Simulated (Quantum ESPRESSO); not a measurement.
# Strain and stress in ZnCaMg2O4

These are calculations, not measurements. They come from pw.x of Quantum ESPRESSO 7.5, a plane-wave density functional program, with PseudoDojo standard norm-conserving files (v0.5 for PBE, v0.4.1 for LDA and PBEsol). The cells are made up: elements, strain and atom displacements were drawn at random, and nothing was relaxed. There is no spin polarisation, spin-orbit coupling or dispersion term.

The cell has 8 sites of a rocksalt lattice. Sites 1 to 4 hold Zn Ca Mg Mg; sites 5 to 8 hold O O O O. Cell vectors in Å: (4.455, 0.041, 0.013); (0.041, 4.497, -0.017); (0.013, -0.017, 4.504). Settings: PBE, cutoff 1143 eV, 4 x 4 x 4 k mesh shifted by half a step, Fermi-Dirac smearing of 0.025 eV.

Each run adds the same strain along x and y to one cell, with the atoms carried along; the vectors above are those of run 4. Stress is positive in tension and P is minus a third of its trace. E is the free energy for each atom above the lowest run shown.

```
run  strain (%)  s_xx (GPa)  s_yy (GPa)  s_zz (GPa)  s_xy (GPa)  P (GPa)  E (meV/atom)
  1       -2.30       -6.09       -4.23        0.00        1.90     3.44          4.88
  3       -0.57        0.23        1.69        2.87        1.81    -1.60          0.00
  4       -0.13        1.62        2.99        3.57        1.78    -2.73          0.99
  5        1.07        5.02        6.18        5.40        1.72    -5.53          7.72
  6        1.51        6.13        7.22        6.04        1.69    -6.47         11.57
  7        2.44        8.27        9.22        7.35        1.64    -8.28         21.88
  2       -1.63           ?           ?           ?           ?        ?             ?
```

A rerun of one of these cells at 1437 eV and k mesh 6 x 6 x 6 moved values by no more than 0.002 eV in the cell's energy, 0.05 GPa in stress and 0.004 eV/Å in force.

## Worked fit

A parabola through the six runs shown gives s_xx = 2.01 + 3.05 e - 0.203 e² GPa, with e in per cent and a scatter of 0.03 GPa. The slope is a stiffness of 305 ± 4 GPa for each unit of this strain at e = 0, the sum of the responses of s_xx to strain along x and along y. The atoms are clamped, and relaxing them would in general lower it. The error is the larger of the fit's own and the change that a cubic makes, rounded up.

## Withheld run

Question: what s_xx should run 2 give?

The fit gives -3.50 GPa. The calculation gave -3.47 GPa.

| run | strain (%) | s_xx (GPa) | s_yy (GPa) | s_zz (GPa) | s_xy (GPa) | P (GPa) | E (meV/atom) |
| --- | --- | --- | --- | --- | --- | --- | --- |
| 2 | -1.63 | -3.47 | -1.77 | 1.14 | 1.86 | 1.37 | 1.24 |